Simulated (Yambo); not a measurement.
Yambo run on ZnS (zinc blende, space group F-43m, No. 216). The wavefunctions are PBE (Quantum ESPRESSO, PseudoDojo norm-conserving, 84 Ry, no spin-orbit coupling) ones on a 4×4×4 mesh (13 occupied bands); a = b = c = 3.8094 Å, α = β = γ = 60.00°.

Yambo input:

```
rim_cut
gw0
dyson
el_el_corr
HF_and_locXC
ppa
em1d
RandQpts= 1000000
RandGvec= 1 Ry
EXXRLvcs= 84 Ry
VXCRLvcs= 336 Ry
Chimod= "HARTREE"
% BndsRnXp
 5 | 151 |
%
NGsBlkXp= 14 Ry
% LongDrXp
 1.0 | 1.0 | 1.0 |
%
PPAPntXp= 27.2114 eV
% GbndRnge
 1 | 54 |
%
GTermKind= "none"
DysSolver= "n"
ExtendOut
% QPkrange
 1 | 1 | 13 | 14 |
%
```

k points by index: 1 = Γ.

Resulting energies as the program prints them:

```
#    K-point    Band    Eo [eV]    E [eV]    E-Eo [eV]    Vxc [eV]    Vnlxc [eV]    Sc|Eo [eV]    Sc|E [eV]    dSc/dw|Eo [eV]    Re(Z)    Im(Z)
#
    1    13    0.000000    -0.678649    -0.678649    -16.87074    -20.15659    2.427759    2.607198    -7.193916    0.790905    -0.001257
    1    14    2.153261    2.537446    0.384185    -11.45626    -7.159026    -3.825534    -3.913053    -6.197269    0.814499    -0.001185
```
(The two width columns are left out.) Convergence of these settings isn't established.

Geometry of the Materials Project entry, not relaxed at this level.
